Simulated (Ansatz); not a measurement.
Ga$_{3}$Mo:
```
CELL_PARAMETERS angstrom
      3.91030     0.00000     0.00000
      0.00000     3.91030     0.00000
      0.00000     0.00000     3.91030
ATOMIC_POSITIONS crystal
  Ga 0.00000 0.50000 0.50000
  Ga 0.50000 0.50000 0.00000
  Ga 0.50000 0.00000 0.50000
  Mo 0.00000 0.00000 0.00000
```

Relaxed with PBEsol. Special points in fractions of this cell's reciprocal vectors: Γ (0.000, 0.000, 0.000); X (0.000, 0.500, 0.000); M (0.500, 0.500, 0.000); R (0.500, 0.500, 0.500).

**Question.** List the band energies nearest the Fermi level at these points for the program Ansatz at the PBEsol level (PAW).

**Answer.** In eV from the Fermi level; about four levels below and three above (degenerate sets whole), none deeper than 8.9 eV; points with the same levels are listed once.

```tsv
k	below	above
Γ	-2.59 -2.59 -2.59 -0.60 -0.60 -0.60	2.59 3.02 3.02
X	-3.29 -0.98 -0.53 -0.19	1.26 1.26 2.35
M	-5.80 -2.49 -2.49 -0.03	0.12 0.31 1.79
R	-5.54 -3.77 -3.77 -3.77	0.24 0.24 1.62
```

Space group Pm-3m (Cu3Au type). A made-up cell: these elements were put on the sites of a structure type; neither database checked (COD, Materials Project) lists it. Whether it is the stable phase at ambient conditions was not checked. The cell was relaxed with PBEsol under the symmetry of its start. At this level the phase is mechanically unstable. No spin polarisation was allowed. Scalar-relativistic: spin–orbit coupling is off unless named, which matters more the heavier the elements.

Potentials: the earlier of the program's two PAW sets. The files were generated under PBE; for other functionals the program regenerates the frozen cores, and for LDA and PBEsol the local potential too.
